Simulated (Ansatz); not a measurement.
**AlV: course of a relaxation**

Computed with DFT PBEsol, scalar-relativistic, plane waves, PAW (Ansatz). Run with 420 eV cutoff, 12×10×10 k-mesh, Gaussian smearing of 0.10 eV, no spin polarisation.

What was changed: uniaxial strain along a, with b, c and atoms relaxed: -6.0 %.

Input:

```yaml
crystal:
  lattice:
    - [3.2817411968, 0.0, 0.0]
    - [0.0, 3.9866316922, 0.0]
    - [0.0, 0.0, 4.0976236562]
  atoms:
    - { symbol: Al, position: [0.0, 0.0, 0.0] }
    - { symbol: Al, position: [0.5, 0.5, 0.0] }
    - { symbol: V, position: [0.5, 0.0, 0.5] }
    - { symbol: V, position: [0.0, 0.5, 0.5] }
basis:
  ecutwfc: 420
kpoints:
  mp_grid: { grid: [12, 10, 10] }
hamiltonian:
  xc: pbesol
scf:
  occupations: { method: gaussian, width: 0.1 }
output:
  forces: true
  stress: true
  eigenvalues: true
relax:
  adjacent_minimum: "off"
  f_tol: 0.008
  max_steps: 40
  cell: { stress_tol: 0.05, fix: [a, angles] }
```

F is the free energy. Steps run on the plane waves of an earlier cell, but the last one, and at times one on the way, on a freshly chosen basis, so a repeated geometry can differ a little in energy. The held parts of the cell keep their stress, so P needn't end at zero.

Steps:

```tsv
step	F − F(1) (eV)	largest force component (eV/Å)	V (Å³/atom)	P (GPa)
1	0.0000	0.000	13.402	5.06
2	-0.0110	0.000	13.662	1.83
3	-0.0110	0.000	13.669	1.75
4	-0.0115	0.000	13.669	1.77
```

Relaxed structure:

```xyz
4
Lattice="3.2817 0.0000 0.0000 0.0000 4.0320 0.0000 0.0000 0.0000 4.1320" Properties=species:S:1:pos:R:3 pbc="T T T"
Al    0.0000    0.0000    0.0000
Al    1.6409    2.0160    0.0000
V     1.6409    0.0000    2.0660
V     0.0000    2.0160    2.0660
```

It takes space group Cmmm (No. 65, orthorhombic). The conventional cell has a = 3.282 Å, b = 4.032 Å, c = 4.132 Å, α = 90.00°, β = 90.00°, γ = 90.00°. Around Al (site symmetry mmm) lie 4 Al at 2.60 Å and 8 V at 2.64 to 2.89 Å. V (site symmetry mmm) has 4 V at 2.60 Å and 8 Al at 2.64 to 2.89 Å as nearest neighbours.

The run converged. The run took of the order of 70 core-seconds.